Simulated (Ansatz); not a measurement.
## SnPd: pressure against volume

SnPd, Pnma, a = 6.127 Å, b = 3.930 Å, c = 6.298 Å. The structure is a COD entry; whether it is the stable form wasn't checked. Ansatz: PBEsol, PAW, 420 eV, Γ-centred 6×10×6 mesh on 8 atoms, Gaussian smearing 0.10 eV; no spin polarisation. Shape and atoms are relaxed at each volume; pressure is positive in compression.

| V (Å³/atom) | P (GPa) |
| --- | --- |
| 17.823 | 8.34 |
| 18.392 | 3.84 |
| 18.961 | 0.02 |
| 19.529 | -3.14 |
| 20.098 | ? |

Problem. Take V0 = 18.961 Å³/atom, count pressures from its P0 = 0.02 GPa, fit the third-order Birch–Murnaghan form to the other rows, and predict the missing pressure.

Solution. With the Eulerian strain f = ½[(V0/V)^(2/3) − 1] and y = (P − P0)/[3f(1 + 2f)^(5/2)], the form is the line y = B0 + 1.5 B0 (B0′ − 4) f. Rows (f, y): 0.02106, 118.8; 0.01026, 118.0; -0.00974, 113.6. Means f = 0.007193, y = 116.80; Σ(Δf)² = 0.0004884, ΣΔfΔy = 0.08560; the slope is their ratio. y = 115.5 + 175.3 f GPa, so B0 = 115.5 GPa and B0′ = 4 + 2 × (175.3)/(3 × 115.5) = 5.01. At V = 20.098, f = -0.01904, y = 112.16 and P = -5.79 GPa. The run gave -5.69 GPa, so the fit is 0.10 GPa too low, 0.71 % of the span of the series, against an rms of 0.02 GPa on the fitted rows. The row lies outside the fitted range. The records show no cause, and too few rows are left to test a further term.

Cost: 5 runs of about 33 core-minutes in all, on Arm Neoverse V2 (shared hosts).